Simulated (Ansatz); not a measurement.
Data:

W2C:
Space group P-3m1 (No. 164); a = 3.0200 Å, b = 3.0200 Å, c = 4.6136 Å, α = 90.00°, β = 90.00°, γ = 120.00°

```json
[
 {"atom": "C", "site": "1a", "symmetry": "-3m.", "x": "0.0000", "y": "0.0000", "z": "0.0000"},
 {"atom": "W", "site": "2d", "symmetry": "3m.", "x": "0.3333", "y": "0.6667", "z": "0.2541"}
]
```

This is the LDA-relaxed structure.

Q: All from the program Ansatz at the LDA level (PAW), unless another level is named. Predict the electronic character.

A: metallic (no gap).

Q: Predict the formation energy from the elements (no fitted shifts).

A: -0.028 eV/atom.

Q: Next, the density of states at the Fermi level?

A: 0.45 states/eV per atom (mean over ±0.08 eV).

The LDA relaxation kept the symmetry of its start; of distortions, only those at the zone centre were tested. The run is not spin-polarised. The references are the lowest solids computed at this level, not always the standard phases. Scalar-relativistic: spin–orbit coupling is off unless named, which matters more the heavier the elements.

Potentials: the later of the program's two PAW sets.
